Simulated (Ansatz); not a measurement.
The cell of OsPtC6N6 is invented: cyanide-bridged rock-salt net of two metals, 0 guest cations a cell (Fm-3m, No. 225). Its size is a rough estimate.

```xyz
14
Lattice="0.0000 5.0720 5.0720 5.0720 0.0000 5.0720 5.0720 5.0720 0.0000" Properties=species:S:1:pos:R:3 pbc="T T T"
Os    5.0720    5.0720    5.0720
Pt    0.0000    0.0000    0.0000
C     1.9170    5.0720    5.0720
C     5.0720    1.9170    5.0720
C     5.0720    5.0720    1.9170
C     8.2270    5.0720    5.0720
C     5.0720    8.2270    5.0720
C     5.0720    5.0720    8.2270
N     3.0870    5.0720    5.0720
N     5.0720    3.0870    5.0720
N     5.0720    5.0720    3.0870
N     7.0570    5.0720    5.0720
N     5.0720    7.0570    5.0720
N     5.0720    5.0720    7.0570
```

These are results of Ansatz 0.2.0, DFT PBE, scalar-relativistic, plane waves, PAW, not measurements. Cutoff 420 eV, Gaussian smearing, Γ-centred meshes. Cell and atoms relax first on a coarse mesh and then on a converged one. In between, the cell is made exact in the group found at 0.06 Å. The steps can't lower the symmetry of their start. Collinear spin, starting moments Os 1.0 μB; they died out on the coarse mesh, so the last step has no spin.

A guess keeps its type if space group and coordination stay and the shape of the cell changes little (axis ratios within about 15 %, angles within 6°); the volume may change.

Q: Does this structure survive the relaxation?

A: It keeps its type. The symmetry stays Fm-3m (No. 225). The volume per atom grows by 6.3 %, from 18.6 to 19.8 Å³. The shortest distance goes from 1.17 Å (C–N) to 1.16 Å (C–N). Counting neighbours within 15 % of an atom's shortest distance, the start has C 1, N 1, Os 6, Pt 6 and the end C 1, N 1, Os 6, Pt 6.

The last run used a 6×6×6 mesh for its 14-atom cell and Gaussian smearing of 0.02 eV. Spin–orbit coupling, which can matter for Os and Pt, is left out. Symmetry constrained the relaxation, so the result can be a saddle point.
